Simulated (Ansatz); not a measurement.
# Re: axial (c/a) deformation path

These are results of DFT r2SCAN, scalar-relativistic, plane waves, PAW (Ansatz), not measurements. Settings: plane waves to 500 eV, k-mesh 21×21×12 (Γ-centred), Gaussian smearing 0.15 eV. Spin–orbit coupling is left out, which can shift energies with elements as heavy as these. No spin polarisation. Energies are free energies at this smearing, counted from the undisturbed cell; pressure is positive in compression.

Reference structure (as given, not relaxed at this level; it stands at -3.0 GPa):

```
Re
1.0
     2.76534    0.00000    0.00000
    -1.38267    2.39485    0.00000
     0.00000    0.00000    4.47358
Re
2
Direct
  0.33333 0.66667 0.25000
  0.66667 0.33333 0.75000
```

At fixed volume and fractional coordinates, lengths along (0.000, 0.000, 1.000) are scaled against those across it; ρ is that ratio over its starting value. The cell is metallic on the mesh throughout.

| ρ | ΔE (meV/atom) |
| --- | --- |
| 0.850 | 291.8 |
| 0.920 | 86.7 |
| 1.000 | 0.0 |
| 1.100 | 136.1 |
| 1.200 | 481.8 |

Predict the pressure (GPa) at each point.

| ρ | pressure (GPa) |
| --- | --- |
| 0.850 | 5.6 |
| 0.920 | -0.4 |
| 1.000 | -3.0 |
| 1.100 | 0.9 |
| 1.200 | 11.8 |